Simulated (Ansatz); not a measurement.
Relaxed WS$_{2}$ (2H-MoS2 type, space group P6_3/mmc):

```xyz
6
Lattice="3.1543 0.0000 0.0000 -1.5771 2.7317 0.0000 0.0000 0.0000 12.1409" Properties=species:S:1:pos:R:3 pbc="T T T"
W      0.0000     1.8211     3.0352
W      1.5771     0.9106     9.1056
S      0.0000     1.8211     7.5310
S      1.5771     0.9106     1.4605
S      1.5771     0.9106     4.6099
S      0.0000     1.8211    10.6803
```

Two-dimensional scan of atom 5 (S, nearest neighbour W at 2.408 Å; its periodic images, 3.2 Å or more away, move with it): u runs along (0.707, 0.707, 0.000), v along (0.000, 0.000, 1.000) (Cartesian). Cell and other atoms are fixed.

These are PBE-D3(BJ) (plane waves to 420 eV, PAW, scalar-relativistic; Ansatz, a program for electronic structure) values and carry that method's errors. k mesh 10×10×3 (Γ-centred), Fermi-Dirac smearing 0.05 eV. Energies are smeared free energies. Points where atoms come too close for the PAW data are left out (x in tables, blank in figures). As the smearing reaches across the gap at some points, energies and forces of such displacements shift with the k mesh and the smearing. Spin-orbit coupling is left out, though W is heavy. The PAW data are Ansatz's earlier set. WS2 is run without spin polarisation. WS2 was relaxed with its symmetry unable to fall. The last digit holds for this mesh only.

Changes of ΔE (meV/cell) from the point u = 0.000 Å, v = 0.000 Å when one coordinate moves alone (two changes are said to add if the coupling is within 5 % of the smaller one, nearly so within 20 %):

| point | change |
|---|---|
| u = 0.000 Å, v = -0.395 Å | 1804.3 |
| u = -0.790 Å, v = 0.000 Å | 2115.9 |
| u = -0.395 Å, v = 0.000 Å | 701.5 |
| u = 0.395 Å, v = 0.000 Å | 896.4 |
| u = 0.000 Å, v = 0.395 Å | 1066.1 |
| u = 0.000 Å, v = 0.790 Å | 3040.4 |

Q: Do the two effects add at u = -0.395 Å, v = 0.395 Å? Give the computed change.

A: The sum of the single changes is 701.5 + (1066.1) = 1767.6; the calculation gives 1339.4, so the coupling contributes -428.2 (over 20 % of the smaller single change, not additive).

Q: What is the change at u = -0.790 Å, v = 0.790 Å, where both move, and how far is it from the sum?

A: The sum of the single changes is 2115.9 + (3040.4) = 5156.3; the calculation gives 3258.5, so the coupling contributes -1897.8 (over 20 % of the smaller single change, not additive).

Q: Do the two effects add at u = -0.395 Å, v = 0.790 Å? Give the computed change.

A: The sum of the single changes is 701.5 + (3040.4) = 3741.9; the calculation gives 3104.0, so the coupling contributes -637.9 (over 20 % of the smaller single change, not additive).

(For displaced atoms, the force is minus the slope of the energy, and its curvature is a force constant, which sets phonon frequencies.)
